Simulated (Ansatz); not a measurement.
An Ansatz input:

```yaml
crystal:
  lattice:
    - [3.0407955227, 0.0, 0.0]
    - [0.0, 3.0407955227, 0.0]
    - [0.0, 0.0, 3.0407955227]
  atoms:
    - { symbol: Sn, position: [0.0, 0.0, 0.0] }
hamiltonian:
  xc: lda
  pseudopotentials:
    kind: paw
    azcp:
      Sn: "pseudopotentials/Sn.paw.azcp"
basis:
  ecutwfc: 420
  fft_grid_basis: typed
kpoints:
  mp_grid: { grid: [12, 12, 12], shift: [0, 0, 0] }
magnetization:
  spin_polarized: false
scf:
  occupations: { method: fermi_dirac, width: 0.1 }
  lower_state_search: "off"
output:
  stress: true
  write_density: true
  write_potential: true
  elf: true
  volumetric_format: npy
```

Output

```
Warning: the record states the generating functional pbe (its physics header spells it `PBE`), which answers neither for hamiltonian.xc's functional nor for the lda family's — results may be inconsistent (PPs are generated against a specific XC)
Engine: ansatz 0.2.0, aarch64-unknown-linux-gnu
Pseudopotentials: kind: paw
Pseudopotential: Sn, paw, valence charge 14, recommended cutoff 420 eV (normal) 
Functional definition: SPW92
  exchange = slater_x
  correlation = pw_c
Crystal: 1 atoms, lattice volume = 28.117 Å³
Basis set: ecut = 420 eV, 515 PW (Γ)
Bands: 11, of which v1, the nominal top of the filled ones, is band 7 counted from 1 (6 counted from 0)
Symmetry: 48 space group operations
Space group: Pm-3m (ITA 221), of the structure as read, at distance tolerance 3.0e-5 Å
k-points: 84 of 1728
Non-local potential: Sn, projectors of the file, l = 0: 2, l = 1: 2, l = 2: 2, l = 3: 2
PAW form: soft (Blöchl's): semilocal exchange-correlation on the pseudo side does not see the compensation charge
PAW frozen core: Sn, regenerated for the run's functional, and the local potential with it (the file was generated under x = pbe(κ = 0.804, μ = 0.2195149727645171), c = pbe(β = 0.06672455060314922))
PAW one-centre angular grid: Sn, 590 points (default); XC on 64 Gauss nodes
Initial density: superposition of atomic densities (neutral atoms: chi_scale 0, normalization atom), corrected by the library's trained network
Initial wavefunctions: pseudopotential atomic-orbital guess
Functional: x = slater, c = lda
SCF iter   1: F=—  HF=-5879.493482 eV  |F-HF|=—  |Δ(HF+E_count)|=         —  Δρ=6.38e-3  dr2=4.71e-3  ethr=1.77e-3  ⟨swp⟩=5.1  Hψ=5537  notcnv=0
SCF iter   2: F=—  HF=-5879.491018 eV  |F-HF|=—  |Δ(HF+E_count)|=   2.46e-3  Δρ=3.36e-3  dr2=1.34e-3  ethr=3.36e-5  ⟨swp⟩=1.7  Hψ=1693  notcnv=0
SCF iter   3: F=—  HF=-5879.490546 eV  |F-HF|=—  |Δ(HF+E_count)|=   4.72e-4  Δρ=1.79e-4  dr2=6.55e-6  ethr=9.57e-6  ⟨swp⟩=2.0  Hψ=1332  notcnv=0
SCF iter   4: F=—  HF=-5879.490541 eV  |F-HF|=—  |Δ(HF+E_count)|=   5.10e-6  Δρ=1.20e-4  dr2=2.22e-6  ethr=4.68e-8  ⟨swp⟩=2.0  Hψ=1516  notcnv=0
iter 5 did not close the SCF: its close was put off for the readings that it lacked (scf_convergence_deferred on its scf_iter line)
SCF iter   5: F=-5879.490539 eV  HF=-5879.490539 eV  |F-HF|=3.76e-8  |Δ(HF+E_count)|=   1.35e-6  Δρ=1.19e-5  dr2=3.58e-8  ethr=1.59e-8  ⟨swp⟩=2.0  Hψ=1498  notcnv=0
SCF iter   6: F=-5879.490539 eV  HF=-5879.490539 eV  |F-HF|=4.91e-9  |Δ(HF+E_count)|=   1.62e-8  Δρ=4.33e-6  dr2=4.16e-9  ethr=2.56e-10  ⟨swp⟩=5.6  Hψ=5221  notcnv=0
SCF 1 converged in 6 iterations: F = -5879.490539 eV  dr2 = 4.16e-9
SCF converged after 6 iterations
Free energy (F): -5879.490539 eV
Harris-Foulkes:  -5879.490539 eV  (|F-HF|=4.91e-9)
Internal energy: -5879.466650 eV  (E = F + TS)
E sigma→0 (E₀):  -5879.478595 eV
Entropy (-TS):   -0.023889 eV (-23.889 meV/atom)
Fermi energy:    9.823750 eV
--- Per-component energies (eV) ---
  E_band       = -93.263312
  E_kinetic    = 187.955525
  E_local      = -898.987496  (includes V_loc(G=0)·N_el)
  E_nonlocal   = -28.032391
  E_hartree    = 549.666415
  E_xc         = -379.130433
  E_vxc        = -98.733537  (∫ρ·V_xc dr)
  E_paw        = -3994.636806  (= ΣΔE_a)
  E_vpaw       = -354.795421  (= ΣTr[D̂ρ^β])
  E_aug_tail   = -0.000000  (compensation charges beyond the density's cutoff)
  E_ewald      = -1316.726362
  E_core_change = 0.424898  (= ΣΔE_core)
  E_smearing   = -0.023889  (= −TS)
  E_closure    = -0.000000  (closes the sum)
  Σ components = -5879.490539   (vs F -5879.490539, Δ=0.00e0)
--- Stress (GPa, compression-positive) ---
       -1.799290       0.000000       0.000000
        0.000000      -1.799290      -0.000000
        0.000000      -0.000000      -1.799290
  P = ⅓ Tr σ = -1.7993 GPa (-17.993 kbar)
--- Band table (eV; the first three rows and the last of 84) ---
  k-point 0: bands = ["-11.7317", "-11.7317", "-11.3094", "-11.3094", "-11.3094", "-1.1651", "15.1731", "15.1731", "15.1731", "18.6619", "18.6619"]
  k-point 1: bands = ["-11.7303", "-11.7095", "-11.3168", "-11.3168", "-11.3088", "-1.0519", "13.7934", "15.2943", "15.2943", "18.7446", "19.3684"]
  k-point 2: bands = ["-11.7264", "-11.6488", "-11.3371", "-11.3371", "-11.3071", "-0.7130", "11.5633", "15.6479", "15.6479", "18.9938", "19.7569"]
  k-point 83: bands = ["-11.5496", "-11.5496", "-11.5496", "-11.1694", "-11.1694", "9.0159", "9.9416", "9.9416", "9.9416", "15.7899", "15.7899"]
```

Launched by

```sh
ansatz run input.yaml --threads 2 --pin off --max-ram 5120MiB --backend cpu --events-out ev --progress --plain --runs-dir out
```

On 2 threads of Arm Neoverse V2 (shared host) this took about 1.1 s of wall time and 2 s of CPU time.
